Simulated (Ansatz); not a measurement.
Relaxed-ion elastic tensor of ZrSe2 (CdI2 type, space group No. 164) in GPa (Voigt order), plane-wave PAW PBE+D3(BJ) (Ansatz code); density 5.67 g/cm³, 24.31 Å³ per atom.

```
 109  21.5   9.5  -4.4   0.0   0.0
21.5   109   9.5   4.4   0.0   0.0
 9.5   9.5  48.5   0.0   0.0   0.0
-4.4   4.4   0.0  14.9   0.0   0.0
 0.0   0.0   0.0   0.0  14.9  -4.4
 0.0   0.0   0.0   0.0  -4.4  43.8
```

Is the crystal mechanically stable?

Yes: the smallest eigenvalue of C is 14.3 GPa.

Work out the Voigt, Reuss and Hill averages.

K_V = 38.6, K_R = 32.4, K_H = 35.5; G_V = 29.8, G_R = 22.4, G_H = 26.1 GPa.

Give Young's modulus, Poisson's ratio, Pugh's ratio and the universal anisotropy index.

E = 9KG/(3K + G) = 62.9 GPa; ν = 0.20; K/G = 1.36 (brittle by the Pugh limit of 1.75); A_U = 5G_V/G_R + K_V/K_R − 6 = 1.83.

Estimate the sound speeds and the Debye temperature.

v_l = √((K + 4G/3)/ρ) = 3520 m/s, v_t = √(G/ρ) = 2150 m/s, mean 2370 m/s; Θ = (h/k)(3n/4πV)^(1/3) v_m = 244 K.

How much does each axis shrink under pressure?

Linear compressibilities β_i = Σ_j S_ij (j = 1 to 3): x 6.3, y 6.3, z 18 per TPa.

Space group P-3m1 (CdI2 type). Symmetry was held in the PBE+D3(BJ) relaxation; of distortions, only those at the zone centre were tested. No spin polarisation was allowed. As this level gives no gap, shear constants depend on the k-mesh and smearing (Fermi–Dirac, 0.1 eV here).

Potentials: the later of the program's two PAW sets.
